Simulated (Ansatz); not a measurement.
Input file for Ansatz (a first-principles code):

Ansatz 0.2 input:
```yaml
crystal:
  lattice:
    - [0.0, 2.2491208092, 2.2491208092]
    - [2.2491208092, 0.0, 2.2491208092]
    - [2.2491208092, 2.2491208092, 0.0]
  atoms:
    - { symbol: Ga, position: [0.0, 0.0, 0.0] }
    - { symbol: N, position: [0.25, 0.25, 0.25] }
kpoints:
  mp_grid: { grid: [9, 9, 9] }
  band_path:
    path:
      - [[0.0, 0.0, 0.0], [0.5, 0.0, 0.5], [0.625, 0.25, 0.625]]  # Γ-X-U
      - [[0.375, 0.375, 0.75], [0.0, 0.0, 0.0], [0.5, 0.5, 0.5], [0.5, 0.25, 0.75], [0.5, 0.0, 0.5]]  # K-Γ-L-W-X
      - [VBM, CBM]
    npoints: 12
basis: { xc_grid: 2 }
hamiltonian:
  xc: pbesol
  pseudopotentials: { kind: paw }
magnetization: { noncollinear: true, spin_orbit: true }
scf:
  n_extra_bands: 12
  convergence: { dr2_threshold: 0.0000000001 }
  occupations: { method: gaussian, width: 0.01 }
checkpoint: { write: soc.run }
output: { eigenvalues: true }
```

Output (shortened):

```
Pseudopotential: Ga, paw_fr, valence charge 13
Pseudopotential: N, paw_fr, valence charge 5
Functional definition: PBEsol
non-collinear run that drives no moment, with spin-orbit …
Crystal: 2 atoms, lattice volume = 22.755 Å³
Basis set: ecut = 420 eV, 459 PW (Γ), exchange–correlation on 48×48×48 points (8 copies of the dense FFT grid, shifted against one another)
Bands: 30, of which v1, the nominal top of the filled ones, is band 18 counted from 1 (17 counted from 0)
Symmetry: 24 space group operations + 24 with time reversal
k-points: 35 of 729 (time reversal used)
Projection manifold: j_resolved (fully-relativistic pseudo-atomic orbitals)
SCF iter   1: F=—  HF=-4123.467332 eV  |F-HF|=—  |Δ(HF+E_count)|=         —  Δρ=9.54e-2  dr2=1.97e0  dr2_m=0.00e0 (ungated)  ethr=3.10e-3  |M|=0.00e0 ∫|m|=0.00e0 μB  |m|>n=0.0e0 m-floor=0.0e0 τ_xc=0.0e0  β_m=0.30  ⟨swp⟩=6.0  Hψ=5809  notcnv=0  defer=40
preconditioner: auto → none
SCF iter   2: F=—  HF=-4122.958788 eV  |F-HF|=—  |Δ(HF+E_count)|=   5.09e-1  Δρ=4.48e-2  dr2=2.28e-1  dr2_m=0.00e0 (ungated)  ethr=3.10e-3  |M|=0.00e0 ∫|m|=0.00e0 μB  |m|>n=0.0e0 m-floor=0.0e0 τ_xc=0.0e0  β_m=0.36  ⟨swp⟩=2.2  Hψ=1793  notcnv=0  defer=190
SCF iter   3: F=—  HF=-4122.918864 eV  |F-HF|=—  |Δ(HF+E_count)|=   3.99e-2  Δρ=2.25e-2  dr2=4.88e-2  dr2_m=0.00e0 (ungated)  ethr=1.27e-3  |M|=0.00e0 ∫|m|=0.00e0 μB  |m|>n=0.0e0 m-floor=0.0e0 τ_xc=0.0e0  β_m=0.52  ⟨swp⟩=2.0  Hψ=1064  notcnv=0  defer=190
SCF iter   4: F=—  HF=-4122.912006 eV  |F-HF|=—  |Δ(HF+E_count)|=   6.86e-3  Δρ=3.55e-3  dr2=1.33e-3  dr2_m=0.00e0 (ungated)  ethr=2.71e-4  |M|=0.00e0 ∫|m|=0.00e0 μB  |m|>n=0.0e0 m-floor=0.0e0 τ_xc=0.0e0  β_m=0.48  ⟨swp⟩=2.8  Hψ=1490  notcnv=0  defer=190
SCF iter   5: F=—  HF=-4122.911431 eV  |F-HF|=—  |Δ(HF+E_count)|=   5.75e-4  Δρ=5.75e-4  dr2=2.87e-5  dr2_m=0.00e0 (ungated)  ethr=7.40e-6  |M|=0.00e0 ∫|m|=0.00e0 μB  |m|>n=0.0e0 m-floor=0.0e0 τ_xc=0.0e0  β_m=0.74  ⟨swp⟩=2.0  Hψ=1696  notcnv=0  defer=190
SCF iter   6: F=—  HF=-4122.911459 eV  |F-HF|=—  |Δ(HF+E_count)|=   2.73e-5  Δρ=4.82e-5  dr2=2.24e-7  dr2_m=0.00e0 (ungated)  ethr=1.59e-7  |M|=0.00e0 ∫|m|=0.00e0 μB  |m|>n=0.0e0 m-floor=0.0e0 τ_xc=0.0e0  β_m=0.79  ⟨swp⟩=2.0  Hψ=1116  notcnv=0  defer=190
SCF iter   7: F=—  HF=-4122.911456 eV  |F-HF|=—  |Δ(HF+E_count)|=   2.47e-6  Δρ=4.93e-6  dr2=2.14e-9  dr2_m=0.00e0 (ungated)  ethr=1.24e-9  |M|=0.00e0 ∫|m|=0.00e0 μB  |m|>n=0.0e0 m-floor=0.0e0 τ_xc=0.0e0  β_m=0.85  ⟨swp⟩=2.5  Hψ=1725  notcnv=0  defer=190
SCF iter   8: F=-4122.911456 eV  HF=-4122.911456 eV  |F-HF|=2.73e-12  |Δ(HF+E_count)|=  4.44e-10  Δρ=3.92e-7  dr2=1.08e-11  dr2_m=0.00e0 (ungated)  ethr=1.00e-12  |M|=0.00e0 ∫|m|=0.00e0 μB  |m|>n=0.0e0 m-floor=0.0e0 τ_xc=0.0e0  ⟨swp⟩=8.0  Hψ=4243  notcnv=0
SCF 1 converged in 8 iterations: F = -4122.911456 eV  dr2 = 1.08e-11
NSCF: frozen V_eff on 16 k-points
NSCF: frozen V_eff on 16 k-points
NSCF: frozen V_eff on 10 k-points
NSCF: frozen V_eff on 2 k-points
NSCF: frozen V_eff on 2 k-points
NSCF: frozen V_eff on 2 k-points
NSCF: frozen V_eff on 2 k-points
NSCF: frozen V_eff on 2 k-points
NSCF: frozen V_eff on 2 k-points
NSCF: frozen V_eff on 87 k-points
SCF converged after 8 iterations
Magnetization: |M| = 0.0000 μB,  M = (+0.0000, +0.0000, +0.0000) μB
Absolute magnetization: 0.0000 μB (∫|m|)
  site 0: m = (+0.0000, +0.0000, +0.0000) μB, |m| = 0.0000 μB  (R = 0.80 Å)
  site 1: m = (+0.0000, +0.0000, +0.0000) μB, |m| = 0.0000 μB  (R = 0.80 Å)
Free energy (F): -4122.911456 eV
Harris-Foulkes:  -4122.911456 eV  (|F-HF|=2.73e-12)
Internal energy: -4122.911456 eV  (E = F + TS)
E sigma→0 (E₀):  -4122.911456 eV
Fermi energy:    10.451360 eV
--- Per-component energies (eV) ---
  E_band       = -6.795490
  E_kinetic    = 246.687029
  E_local      = -1945.299363  (includes V_loc(G=0)·N_el)
  E_nonlocal   = 475.555175
  E_hartree    = 893.615485
  E_xc         = -127.712692
  E_vxc        = -133.884035  (∫ρ·V_xc dr)
  E_paw        = -2076.124989  (= ΣΔE_a)
  E_vpaw       = -437.085256  (= ΣTr[D̂ρ^β])
  E_aug_tail   = 0.000121  (compensation charges beyond the density's cutoff)
  E_ewald      = -1590.526226
  E_core_change = 0.894004  (= ΣΔE_core)
  E_smearing   =  0.000000  (= −TS)
  E_closure    =  0.000000  (closes the sum)
  Σ components = -4122.911456   (vs F -4122.911456, Δ=0.00e0)
  [band-id]    e_kinetic+e_local+e_nonlocal+2·e_hartree+e_vxc+e_vpaw+e_augmentation_tail = -6.795358   (vs E_band -6.795490, Δ=1.32e-4)
--- Band table (eV; the first three rows and the last of 35) ---
  k-point 0: bands = ["-6.3770", "-6.3770", "-4.0685", "-4.0685", "-4.0685", "-4.0685", "-3.7136", "-3.7136", "-3.4668", "-3.4668", "-3.4668", "-3.4668", "9.5905", "9.5905", "9.6023", "9.6023", "9.6023", "9.6023", "11.3004", "11.3004", "19.6161", "19.6161", …
  k-point 1: bands = ["-6.2395", "-6.2395", "-4.0707", "-4.0499", "-4.0294", "-4.0294", "-3.6873", "-3.6873", "-3.4711", "-3.4684", "-3.4684", "-3.4475", "8.2985", "8.2985", "9.4609", "9.4609", "9.4678", "9.4754", "12.2912", "12.2912", "19.2158", "19.2158", …
  k-point 2: bands = ["-5.9109", "-5.9109", "-4.0597", "-4.0277", "-3.8917", "-3.8917", "-3.6138", "-3.6138", "-3.4536", "-3.4216", "-3.4216", "-3.4173", "6.2322", "6.2322", "9.1455", "9.1455", "9.1567", "9.1679", "13.4246", "13.4246", "18.4220", "18.4220", …
  k-point 34: bands = ["-5.3356", "-5.2591", "-3.9420", "-3.9117", "-3.8678", "-3.5629", "-3.5460", "-3.4776", "-3.4224", "-3.3881", "-1.6653", "-1.5782", "3.7903", "3.7980", "5.6028", "5.6479", "6.3884", "6.4410", "15.6718", "15.6765", "17.8019", "17.8077", …
```

Cost: around 16 core-seconds (rough) on shared cores.

Space group F-43m (zinc blende). The PBEsol relaxation kept the symmetry of its start.

Potentials: the later of the program's two PAW sets.

Ansatz is a plane-wave DFT program.
